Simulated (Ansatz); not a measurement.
The relaxed structure here is a generated cell of Bi2Se3: the first start was made by placing the elements on the sites of a structure type, and the end was not matched to a known phase here, so it may be hypothetical. Known forms of Bi2Se3 include space group No. 166.

A structure of Bi$_{2}$Se$_{3}$ relaxed with PBEsol (plane waves to 420 eV, PAW, scalar-relativistic; Ansatz, an electronic-structure program); single points at other levels follow on the same geometry (Ansatz, PAW; PBEsol+SOC at 420 eV on a 9×9×4 k-mesh; spin-orbit coupling only where +SOC is written). Space group P-3m1 (No. 164).

```
CELL_PARAMETERS angstrom
      4.11986     0.00000     0.00000
     -2.05993     3.56790     0.00000
      0.00000     0.00000     9.90653
ATOMIC_POSITIONS crystal
  Bi 0.33333 0.66667 0.19363
  Bi 0.66667 0.33333 0.80637
  Se 0.00000 0.00000 0.00000
  Se 0.33333 0.66667 0.64833
  Se 0.66667 0.33333 0.35167
```

| level | gap (eV) | kind | conduction minimum |
|---|---|---|---|
| PBEsol | 0.35 | direct | Γ |
| PBEsol+SOC | ? | ? | ? |

**Question.** What belongs in the gaps?

**Answer.** 
- PBEsol+SOC, gap (eV): 0.14
- PBEsol+SOC, kind: direct
- PBEsol+SOC, conduction minimum: Γ

The shift from spin-orbit coupling is approximate. No spin polarisation in the result.

The run could not lose the symmetry of its start: the end is stationary, and may be a saddle point rather than a minimum.
